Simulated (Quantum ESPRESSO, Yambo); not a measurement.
A free-standing AgI monolayer (symmetry P-3m1, slab cell 17.3 Å high): one geometry, one set of PBEsol (Quantum ESPRESSO, PseudoDojo norm-conserving, 82 Ry, without SOC) orbitals, self-energies from Yambo (6×6×1 Γ-centred k mesh, bands 9 to 123 and a 5 Ry block in the screening, 123 bands in G with the Bruneval-Gonze terminator, plasmon pole fitted at 27.2 eV, slab-truncated Coulomb interaction, stochastic integration of W near q = 0).

| level | gap Γ → Γ (eV) |
|---|---|
| PBEsol (Quantum ESPRESSO) | 2.02 |
| exchange only (Hartree-Fock self-energy on PBEsol orbitals) | ___ |
| G0W0@PBEsol, plasmon pole | 3.93 |

### Question
Some entries are withheld; supply them.

### Answer

- exchange only (Hartree-Fock self-energy on PBEsol orbitals), gap Γ → Γ (eV): 8.99

Bare exchange has no screening and gives the widest gap.

Nearest settings tried, and what they do to the gap: 84 bands in W, 84 bands in G: +61 meV; 3 Ry block (169 vectors against 353): -35 meV. Not varied: mesh, cell height. So the settings aren't converged at that level.

Geometry relaxed with PBEsol; primitive cell a = 4.4103 Å, b = 4.4103 Å, c = 17.3000 Å, α = 90.00°, β = 90.00°, γ = 120.00°.

This is a model layer cut from the bulk structure; whether it is stable on its own was not checked.
